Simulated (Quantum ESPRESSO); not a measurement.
pw.x input (Quantum ESPRESSO 7.5; PBEsol, PseudoDojo standard norm-conserving files, scalar-relativistic):

```
&CONTROL
  calculation = 'scf'
  pseudo_dir = './pseudo'
  outdir = './out'
  tprnfor = .true.
  tstress = .true.
/
&SYSTEM
  ibrav = 0
  nat = 2
  ntyp = 2
  ecutwfc = 102.0
  ecutrho = 408.0
  occupations = 'smearing'
  smearing = 'fd'
  degauss = 0.002
  nbnd = 17
/
&ELECTRONS
  conv_thr = 2e-10
/
ATOMIC_SPECIES
O 15.9990 O.upf
Cd 112.4140 Cd.upf
CELL_PARAMETERS angstrom
  0.000000000000   2.345390109000   2.345390109000
  2.345390109000   0.000000000000   2.345390109000
  2.345390109000   2.345390109000   0.000000000000
ATOMIC_POSITIONS crystal
O   0.500000000000   0.500000000000   0.500000000000
Cd   0.000000000000   0.000000000000   0.000000000000
K_POINTS automatic
10 10 10 0 0 0
```

End of the output:

```

[...]
     the Fermi energy is    12.8346 ev
!    total energy              =    -383.37871021 Ry
     estimated scf accuracy    <          8.6E-11 Ry
     smearing contrib. (-TS)   =      -0.00001817 Ry
     internal energy E=F+TS    =    -383.37869203 Ry
     The total energy is F=E-TS. E is the sum of the following terms:
     one-electron contribution =    -169.64737783 Ry
     hartree contribution      =      97.68825934 Ry
     xc contribution           =     -56.40357380 Ry
     ewald contribution        =    -255.01599974 Ry
     convergence has been achieved in  10 iterations
     Forces acting on atoms (cartesian axes, Ry/au):
     atom    1 type  1   force =     0.00000000    0.00000000    0.00000000
     atom    2 type  2   force =     0.00000000    0.00000000    0.00000000
     Total force =     0.000000     Total SCF correction =     0.000000
     Computing stress (Cartesian axis) and pressure
          total   stress  (Ry/bohr**3)                   (kbar)     P=       -0.47
  -0.00000318   0.00000000   0.00000000           -0.47        0.00        0.00
   0.00000000  -0.00000318   0.00000000            0.00       -0.47        0.00
   0.00000000   0.00000000  -0.00000318            0.00        0.00       -0.47
```

Spin-orbit coupling is not included.

Geometry relaxed with PBEsol.
